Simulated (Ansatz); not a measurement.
Co (dhcp (α-La type), P6_3/mmc) at seven volumes, r²SCAN (plane waves, PAW; program Ansatz), shape and atoms relaxed at each. One row is withheld.

```json
[
 {"V (Å³/atom)": "9.721", "P (GPa)": "26.10"},
 {"V (Å³/atom)": "10.042", "P (GPa)": "15.67"},
 {"V (Å³/atom)": "10.362", "P (GPa)": "7.01"},
 {"V (Å³/atom)": "10.683", "P (GPa)": "-0.01"},
 {"V (Å³/atom)": "11.003", "P (GPa)": "-5.82"},
 {"V (Å³/atom)": "11.324", "P (GPa)": "-10.90"},
 {"V (Å³/atom)": "11.644", "P (GPa)": "?"}
]
```

Q: Fit the shown pressures and predict the withheld one.

A: P = (3/2)B₀(x^(7/2) − x^(5/2))[1 + (3/4)(B′ − 4)(x − 1)] with x = (V₀/V)^(2/3). Least squares on the six rows gives V₀ = 10.681 Å³/atom, B₀ = 216 GPa, B′ = 5.27. At V = 11.644, x = 0.9441 and P = -14.86 GPa. The run itself gave -15.07 GPa.

The first step of the workflow began from a Materials Project structure, measured or hypothetical. Its sites differ from those of the usual phase in this space group: another stacking or structure type. Symmetry was held in the r²SCAN relaxation; whether a distortion lowers the energy is not shown. Spin order of the final state: ferromagnetic, chosen from 5 collinear starts compared on coarse meshes (ties went to the first, and starts can fall back to one state), not a proven ground state. Other orbital occupations within this spin state were not tried.

Potentials: the earlier of the program's two PAW sets.
